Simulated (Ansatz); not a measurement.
Zr2C in space group P4/nmm (No. 129; Zr on 2a, Zr on 2c, C on 2c) at seven volumes, plane-wave PAW PBE (Ansatz code), shape and atoms relaxed at each. One row is withheld.

| V (Å³/atom) | P (GPa) |
|---|---|
| 14.056 | 17.82 |
| 14.520 | ? |
| 14.983 | 5.04 |
| 15.446 | -0.01 |
| 15.910 | -4.32 |
| 16.373 | -8.01 |
| 16.837 | -11.18 |

Task: Fit the shown pressures and predict the withheld one.

Result: P = (3/2)B₀(x^(7/2) − x^(5/2))[1 + (3/4)(B′ − 4)(x − 1)] with x = (V₀/V)^(2/3). Least squares on the six rows gives V₀ = 15.446 Å³/atom, B₀ = 155 GPa, B′ = 4.17. At V = 14.520, x = 1.0421 and P = 10.90 GPa. The run itself gave 10.92 GPa.

The cell is a constructed one: a structure type filled with these elements; neither database checked (COD, Materials Project) lists it. Its standing as an ambient phase is unchecked. The cell was relaxed with PBE under the symmetry of its start; whether a distortion lowers the energy is not shown. The run is not spin-polarised.

Potentials: the earlier of the program's two PAW sets.
